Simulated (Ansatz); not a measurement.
An Ansatz (a quantum-chemistry and plane-wave program) run. Input:

Ansatz 0.2 input:
```yaml
crystal:
  lattice:
    - [3.0616871374, 0.0, 0.0]
    - [0.0, 3.0616871374, 0.0]
    - [0.0, 0.0, 3.0616871374]
  atoms:
    - { symbol: Ti, position: [0.5, 0.5, 0.5] }
    - { symbol: Os, position: [0.0, 0.0, 0.0] }
kpoints:
  mp_grid: { grid: [10, 10, 10] }
  band_path:
    path:
      - [[0.0, 0.0, 0.0], [0.0, 0.5, 0.0], [0.5, 0.5, 0.0], [0.0, 0.0, 0.0], [0.5, 0.5, 0.5], [0.0, 0.5, 0.0]]  # Γ-X-M-Γ-R-X
      - [[0.5, 0.5, 0.5], [0.5, 0.5, 0.0]]  # R-M
    npoints: 12
basis: { xc_grid: 2 }
hamiltonian:
  xc: pbesol
  pseudopotentials: { kind: paw }
magnetization: { noncollinear: true, spin_orbit: true }
scf:
  n_extra_bands: 12
  convergence: { dr2_threshold: 0.0000000001 }
  occupations: { method: gaussian, width: 0.05 }
output: { eigenvalues: true }
```

Output (shortened):

```
Pseudopotentials: kind: paw_fr
Pseudopotential: Ti, paw_fr, valence charge 12
Pseudopotential: Os, paw_fr, valence charge 16
Functional definition: PBEsol
non-collinear run that drives no moment, with spin-orbit …
Crystal: 2 atoms, lattice volume = 28.700 Å³
Basis set: ecut = 420 eV, 587 PW (Γ), exchange–correlation on 48×48×48 points (8 copies of the dense FFT grid, shifted against one another)
Bands: 40, of which v1, the nominal top of the filled ones, is band 28 counted from 1 (27 counted from 0)
Symmetry: 48 space group operations + 48 with time reversal
k-points: 56 of 1000
Projection manifold: j_resolved (fully-relativistic pseudo-atomic orbitals)
PAW frozen core: Ti, regenerated for the run's functional, and the local potential with it
PAW frozen core: Os, regenerated for the run's functional, and the local potential with it
Initial density: superposition of atomic densities (chi_scale 0.1, normalization cell, long waves kept (reshape's long-wave potential 0.00 eV rms))
Initial wavefunctions: pseudopotential atomic-orbital guess
Eigensolver: davidson
Functional: x = pbesol(κ = 0.804, μ = 0.12345679012345678), c = pbesol(β = 0.046)
SCF iter   1: F=—  HF=-13756.230761 eV  |F-HF|=—  |Δ(HF+E_count)|=         —  Δρ=1.28e-1  dr2=7.28e0  dr2_m=0.00e0 (ungated)  ethr=3.10e-3  |M|=0.00e0 ∫|m|=0.00e0 μB  |m|>n=0.0e0 m-floor=0.0e0 τ_xc=0.0e0  β_m=0.30  ⟨swp⟩=6.9  Hψ=5002  notcnv=0  defer=8
all-band conjugate gradients solve this SCF's bands
preconditioner: auto → none
SCF iter   2: F=—  HF=-13755.323927 eV  |F-HF|=—  |Δ(HF+E_count)|=   9.07e-1  Δρ=5.36e-2  dr2=6.32e-1  dr2_m=0.00e0 (ungated)  ethr=3.10e-3  |M|=0.00e0 ∫|m|=0.00e0 μB  |m|>n=0.0e0 m-floor=0.0e0 τ_xc=0.0e0  β_m=0.33  ⟨swp⟩=2.1  Hψ=1869  notcnv=0  defer=260
SCF iter   3: F=—  HF=-13755.149444 eV  |F-HF|=—  |Δ(HF+E_count)|=   1.74e-1  Δρ=2.61e-2  dr2=1.52e-1  dr2_m=0.00e0 (ungated)  ethr=2.26e-3  |M|=0.00e0 ∫|m|=0.00e0 μB  |m|>n=0.0e0 m-floor=0.0e0 τ_xc=0.0e0  β_m=0.38  ⟨swp⟩=2.0  Hψ=1500  notcnv=0  defer=260
SCF iter   4: F=—  HF=-13755.133462 eV  |F-HF|=—  |Δ(HF+E_count)|=   1.60e-2  Δρ=8.57e-3  dr2=6.52e-3  dr2_m=0.00e0 (ungated)  ethr=5.42e-4  |M|=0.00e0 ∫|m|=0.00e0 μB  |m|>n=0.0e0 m-floor=0.0e0 τ_xc=0.0e0  β_m=0.63  ⟨swp⟩=2.1  Hψ=1612  notcnv=0  defer=256
SCF iter   5: F=—  HF=-13755.137621 eV  |F-HF|=—  |Δ(HF+E_count)|=   4.16e-3  Δρ=1.80e-3  dr2=1.21e-3  dr2_m=0.00e0 (ungated)  ethr=2.33e-5  |M|=0.00e0 ∫|m|=0.00e0 μB  |m|>n=0.0e0 m-floor=0.0e0 τ_xc=0.0e0  β_m=0.67  ⟨swp⟩=2.0  Hψ=1944  notcnv=0  defer=256
SCF iter   6: F=—  HF=-13755.137425 eV  |F-HF|=—  |Δ(HF+E_count)|=   1.96e-4  Δρ=1.42e-4  dr2=6.90e-6  dr2_m=0.00e0 (ungated)  ethr=4.31e-6  |M|=0.00e0 ∫|m|=0.00e0 μB  |m|>n=0.0e0 m-floor=0.0e0 τ_xc=0.0e0  β_m=0.76  ⟨swp⟩=2.2  Hψ=1300  notcnv=0  defer=256
SCF iter   7: F=—  HF=-13755.137425 eV  |F-HF|=—  |Δ(HF+E_count)|=   3.80e-7  Δρ=1.67e-5  dr2=9.26e-8  dr2_m=0.00e0 (ungated)  ethr=2.46e-8  |M|=0.00e0 ∫|m|=0.00e0 μB  |m|>n=0.0e0 m-floor=0.0e0 τ_xc=0.0e0  β_m=0.84  ⟨swp⟩=2.5  Hψ=1620  notcnv=0  defer=256
SCF iter   8: F=—  HF=-13755.137427 eV  |F-HF|=—  |Δ(HF+E_count)|=   2.17e-6  Δρ=1.17e-6  dr2=3.50e-10  dr2_m=0.00e0 (ungated)  ethr=3.31e-10  |M|=0.00e0 ∫|m|=0.00e0 μB  |m|>n=0.0e0 m-floor=0.0e0 τ_xc=0.0e0  β_m=0.85  ⟨swp⟩=1.8  Hψ=1181  notcnv=0  defer=256
SCF iter   9: F=-13755.137427 eV  HF=-13755.137427 eV  |F-HF|=0.00e0  |Δ(HF+E_count)|=  6.73e-11  Δρ=1.81e-7  dr2=7.40e-12  dr2_m=0.00e0 (ungated)  ethr=1.00e-12  |M|=0.00e0 ∫|m|=0.00e0 μB  |m|>n=0.0e0 m-floor=0.0e0 τ_xc=0.0e0  ⟨swp⟩=7.2  Hψ=3361  notcnv=0
SCF 1 converged in 9 iterations: F = -13755.137427 eV  dr2 = 7.40e-12
NSCF: frozen V_eff on 74 k-points
SCF converged after 9 iterations
Magnetization: |M| = 0.0000 μB,  M = (+0.0000, +0.0000, +0.0000) μB
Absolute magnetization: 0.0000 μB (∫|m|)
  site 0: m = (+0.0000, +0.0000, +0.0000) μB, |m| = 0.0000 μB  (R = 1.09 Å)
  site 1: m = (+0.0000, +0.0000, +0.0000) μB, |m| = 0.0000 μB  (R = 1.09 Å)
Free energy (F): -13755.137427 eV
Harris-Foulkes:  -13755.137427 eV  (|F-HF|=0.00e0)
Internal energy: -13755.136778 eV  (E = F + TS)
E sigma→0 (E₀):  -13755.137103 eV
Entropy (-TS):   -0.000649 eV (-0.325 meV/atom)
Fermi energy:    20.688189 eV
--- Per-component energies (eV) ---
  E_band       = -220.038803
  E_kinetic    = 837.447354
  E_local      = -1552.755374  (includes V_loc(G=0)·N_el)
  E_nonlocal   = 0.444424
  E_hartree    = 640.412066
  E_xc         = -363.630470
  E_vxc        = -407.659643  (∫ρ·V_xc dr)
  E_paw        = -9924.431647  (= ΣΔE_a)
  E_vpaw       = -378.339833  (= ΣTr[D̂ρ^β])
  E_aug_tail   = 0.000038  (compensation charges beyond the density's cutoff)
  E_ewald      = -3393.016034
  E_core_change = 0.392866  (= ΣΔE_core)
  E_smearing   = -0.000649  (= −TS)
  E_closure    =  0.000000  (closes the sum)
  Σ components = -13755.137427   (vs F -13755.137427, Δ=0.00e0)
  [band-id]    e_kinetic+e_local+e_nonlocal+2·e_hartree+e_vxc+e_vpaw+e_augmentation_tail = -220.038902   (vs E_band -220.038803, Δ=-9.92e-5)
--- Band table (eV; the first three rows and the last of 56) ---
  k-point 0: bands = ["-65.1202", "-65.1202", "-36.0000", "-36.0000", "-33.5605", "-33.5605", "-21.3166", "-21.3166", "-21.3166", "-21.3166", "-12.7087", "-12.7087", "-12.0283", "-12.0283", "-12.0283", "-12.0283", "12.0081", "12.0081", "15.1783", "15.1783", "15.1783", "15.1783", "19.1223", "19.1223", "19.1223", "19.1223", "19.6057", "19.6057", "22.5585", "22.5585", "22.5585", "22.5585", "24.3829", "24.3829", "24.3829", "24.3829", "24.6694", "24.6694", "28.5274", "28.5274"]
  k-point 1: bands = ["-65.1196", "-65.1196", "-35.9988", "-35.9988", "-33.5616", "-33.5616", "-21.3281", "-21.3281", "-21.3137", "-21.3137", "-12.7167", "-12.7167", "-12.0476", "-12.0476", "-12.0296", "-12.0296", "12.2302", "12.2302", "15.2826", "15.2826", "15.3467", "15.3467", "19.0806", "19.0806", "19.1541", "19.1541", "19.6170", "19.6170", "22.3313", "22.3313", "22.6329", "22.6329", "23.8702", "23.8702", "24.0519", "24.0519", "24.3912", "24.3912", "28.5238", "28.5238"]
  k-point 2: bands = ["-65.1180", "-65.1180", "-35.9956", "-35.9956", "-33.5649", "-33.5649", "-21.3580", "-21.3580", "-21.3062", "-21.3062", "-12.7399", "-12.7399", "-12.0954", "-12.0954", "-12.0328", "-12.0328", "12.8560", "12.8560", "15.5845", "15.5845", "15.8062", "15.8062", "18.9796", "18.9796", "19.1797", "19.1797", "19.7370", "19.7370", "21.7199", "21.7199", "22.7132", "22.7132", "23.0208", "23.0208", "23.1475", "23.1475", "23.9683", "23.9683", "27.1976", "27.1976"]
  k-point 55: bands = ["-65.1017", "-65.1017", "-35.9289", "-35.9289", "-33.6271", "-33.6271", "-21.4802", "-21.4802", "-21.4802", "-21.4802", "-12.9099", "-12.9099", "-12.2642", "-12.2642", "-12.2642", "-12.2642", "16.7370", "16.7370", "16.7370", "16.7370", "17.1420", "17.1420", "18.4333", "18.4333", "19.3092", "19.3092", "19.3092", "19.3092", "22.0474", "22.0474", "22.0474", "22.0474", "23.7610", "23.7610", "23.7610", "23.7610", "27.5043", "27.5043", "29.7703", "29.7703"]
  band table: 40 of 40 bands, residual norms ≤ 1.0e-3 eV
```

Cost: roughly 16 core-seconds on shared cores.

Space group Pm-3m (CsCl type). The first step of the workflow began from a Materials Project structure, measured or hypothetical; the Crystallography Open Database files this formula in space group No. 221, but the cells were not matched. Whether it is the stable phase at ambient conditions was not checked. The cell was relaxed with PBEsol under the symmetry of its start; of distortions, only those at the zone centre were tested. No spin polarisation was allowed.

Potentials: the later of the program's two PAW sets.

Ansatz is a plane-wave DFT program.
